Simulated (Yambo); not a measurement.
Here is the system:

```
CELL_PARAMETERS angstrom
      1.57689     0.91042     5.99618
     -1.57689     0.91042     5.99618
      0.00000    -1.82084     5.99618
ATOMIC_POSITIONS crystal
  S  0.42007 0.42007 0.42007
  S  0.24619 0.24619 0.24619
  Mo 0.99976 0.99976 0.99976
```

Workflow: PBEsol (pw.x of Quantum ESPRESSO, ONCV potentials, with spin-orbit coupling), then G0W0 in Yambo (4×4×4 Γ-centred k mesh, bands 3 to 214 and a 8 Ry block in the screening, 214 bands in G with the Bruneval-Gonze terminator, plasmon pole fitted at 27.2 eV).

Task: Give the PBEsol and G0W0 gaps between the band edges found on this mesh, and say where the edges lie.

Result: Edges: Z → (0, 0.25, -0.25). PBEsol: 1.02 eV; G0W0: 1.52 eV. The mesh misses an edge: along a dense path the PBEsol gap is 0.70 eV. Convergence of the G0W0 settings was not tested. 

Geometry relaxed with PBE+D3(BJ).
